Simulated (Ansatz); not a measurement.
The calculation used Ansatz, DFT PBE, scalar-relativistic, plane waves, PAW, and for the lanthanide a 4f-in-core norm-conserving potential. All cells share a 690 eV cutoff and Γ-centred k meshes spaced at most about 0.3 Å⁻¹ (about 0.25 or finer for metals, 2π included). No spin polarisation in the final relaxations.

These are static total energies at zero pressure.

Two relaxed structures of Sm3BRh:

1.

```xyz
5
Lattice="5.0079 0.0000 0.0000 0.0000 5.0079 0.0000 0.0000 0.0000 5.0079" Properties=species:S:1:pos:R:3 pbc="T T T"
Sm    2.5039    2.5039    0.0000
Sm    0.0000    2.5039    2.5039
Sm    2.5039    0.0000    2.5039
B     2.5039    2.5039    2.5039
Rh    0.0000    0.0000    0.0000
```

2.

```xyz
5
Lattice="4.2028 0.0000 0.0000 -2.1014 3.6398 0.0000 0.0000 0.0000 8.8270" Properties=species:S:1:pos:R:3 pbc="T T T"
Sm    0.0000    0.0000    0.0000
Sm    2.1014    1.2133    2.7704
Sm    2.1014    1.2133    6.0566
B     2.1014    1.2133    0.0000
Rh    0.0000    2.4265    4.4135
```

Question: Which is lower in energy, and by how much?

Answer: They are level within the accuracy (4 meV/atom apart, with cell 2 the lower in these runs). Cell 1 has the antiperovskite type, space group Pm-3m (No. 221), 25.1 Å³/atom and no gap on its mesh; cell 2 has space group P-6m2 (No. 187), 27.0 Å³/atom and no gap. Counting Rh or Sm atoms around B (for each partner element, those within 1.25 times its shortest distance or 1.15 times the sum of covalent radii, where it is the nearest in units of that sum or under 1.3; a plus sign parts groups by distance over the sum of covalent radii), cell 1 has B 6 and cell 2 has B 3+2. Even the lower one lies +0.10 eV/atom against the reference forms of the elements (uncorrected), so neither is stable at this level. In cell 1, Sm has 2 B at 2.50 Å, 4 Rh at 3.54 Å and 8 Sm at 3.54 Å; B is surrounded by 6 Sm at 2.50 Å; Rh has 12 Sm at 3.54 Å. In cell 2, Sm on a site of symmetry -6m2 is surrounded by 3 B at 2.43 Å, 6 Sm at 3.68 Å and 6 Sm at 4.20 Å; around B lie 3 Sm at 2.43 Å and 2 Sm at 2.77 Å; around Rh lie 6 Sm at 2.93 Å; 1 more site not described. Both come from invented guesses.

For metals, differences of a few meV/atom aren't resolved. Cells relaxed within their symmetry can be saddle points.

The lanthanide is trivalent by construction, without f bands, f moments or other valences.
